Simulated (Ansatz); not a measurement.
Piezoelectric tensor of Al₅InSb₆

Method: DFT PBE, scalar-relativistic, plane waves, PAW (Ansatz 0.2.0). Settings: 420 eV plane-wave cutoff, Γ-centred 6×6×2 mesh, fixed occupations. No spin polarisation.

The cell, relaxed at this level:
```
Al In Sb
1.0
     4.44940    0.00000    0.00000
    -2.22470    3.85329    0.00000
     0.00000    0.00000   21.79072
Al In Sb
5 1 6
Cartesian
  0.0000 0.0000 21.7329
  0.0000 2.5689 18.1610
  2.2247 1.2844 14.5886
  0.0000 0.0000 11.0189
  2.2247 1.2844 3.5177
  0.0000 2.5689 7.2412
  0.0000 0.0000 19.0362
  0.0000 2.5689 15.4644
  2.2247 1.2844 11.8910
  0.0000 0.0000 8.3375
  0.0000 2.5689 4.3842
  2.2247 1.2844 0.8184
```

It was reached by relaxing an invented guess, and it needn't be the stable form of this composition. Spin–orbit coupling is left out, which matters for heavy elements.

Task: Give the relaxed-ion proper piezoelectric stress tensor e_iJ (C/m², Voigt columns xx yy zz yz xz xy).

Result:
```
x    0.000  0.000  0.000  0.000 -0.103 -0.133
y   -0.133  0.133  0.000 -0.103  0.000  0.000
z   -0.090 -0.090  0.165  0.000  0.000  0.000
```
Signs follow the orientation of the cell as given.

Task: With the elastic constants (GPa, Voigt order)
C11 = 87.6, C12 = 29.0, C13 = 24.0, C14 = 7.1, C22 = 87.6, C23 = 24.0, C24 = -7.1, C33 = 93.5, C44 = 24.0, C55 = 24.0, C56 = 7.1, C66 = 29.3 GPa; the others vanish.
find the strain coefficients d = e·C⁻¹ (pC/N).

Result:
```
x    0.00  0.00  0.00  0.00 -3.17 -3.76
y   -1.88  1.88  0.00 -3.17  0.00  0.00
z   -1.27 -1.27  2.42  0.00  0.00  0.00
```
